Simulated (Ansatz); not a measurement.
An element in the fcc structure gives these cold pressures by all-electron LAPW under PBE (Ansatz 0.2.0, scalar-relativistic, no spin polarisation).

| V (Å³/atom) | P (GPa) |
| --- | --- |
| 17.97 | -0.01 |
| 16.53 | 14.86 |
| 15.09 | 40.5 |
| 13.65 | 84.7 |
| 12.22 | 162.1 |
| 10.78 | 301.3 |
| 9.34 | 561.9 |
| 8.08 | 991.7 |

Q: Which element is it?

A: Au. Its zero-pressure volume in this structure is near 18.0 Å³/atom; the volume and the steepness of P(V) together point to it, though neighbours can come close. Neighbours weren't tried against these numbers.
